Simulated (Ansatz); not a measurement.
LuTl:
```yaml
crystal:
  lattice:
    - [3.46035, 0.00000, 0.00000]
    - [0.00000, 3.46035, 0.00000]
    - [0.00000, 0.00000, 4.23088]
  atoms:
    - { symbol: Lu, position: [0.00000, 0.00000, 0.00000] }
    - { symbol: Tl, position: [0.50000, 0.50000, 0.50000] }
```

Relaxed with r²SCAN. Special points in fractions of this cell's reciprocal vectors: Γ (0.000, 0.000, 0.000); X (0.000, 0.500, 0.000); M (0.500, 0.500, 0.000); Z (0.000, 0.000, 0.500); R (0.000, 0.500, 0.500); A (0.500, 0.500, 0.500).

Q: List the band energies nearest the Fermi level at these points for plane-wave PAW r²SCAN (Ansatz code).

A: In eV from the Fermi level; about four levels below and three above (degenerate sets whole), none deeper than 8.9 eV; points with the same levels are listed once.

```json
[
 {"k": "Γ", "below": "-5.72 -5.72 -5.72 -0.46", "above": "0.03 0.63 4.13 4.13"},
 {"k": "X", "below": "-5.71 -5.71 -5.69 -4.82 -0.82", "above": "0.33 2.00 4.09"},
 {"k": "M", "below": "-5.70 -5.66 -1.46 -1.46", "above": "0.69 2.02 2.02"},
 {"k": "Z", "below": "-5.71 -5.70 -5.70 -5.54 -0.06", "above": "1.85 1.85 2.97"},
 {"k": "R", "below": "-5.69 -2.51 -1.83 -0.81", "above": "3.14 3.85 3.87"},
 {"k": "A", "below": "-3.83 -2.65 -2.59 -2.59", "above": "3.87 4.27 4.27"}
]
```

Space group P4/mmm (L1₀ or tetragonal B2). The workflow started from a Materials Project entry (that database holds measured and hypothetical structures alike); the Crystallography Open Database copy checked does not list it. With Lu and Tl taken as one species the cell has the higher symmetry I4/mmm, so it may be an ordered model of a mixed-site phase. Its standing as an ambient phase is unchecked. The cell keeps a stress of up to 0.2 GPa. The cell was relaxed with r²SCAN under the symmetry of its start; its stability against distortions is not shown here. Scalar-relativistic: spin–orbit coupling is off unless named, which matters more the heavier the elements.

Potentials: the later of the program's two PAW sets.
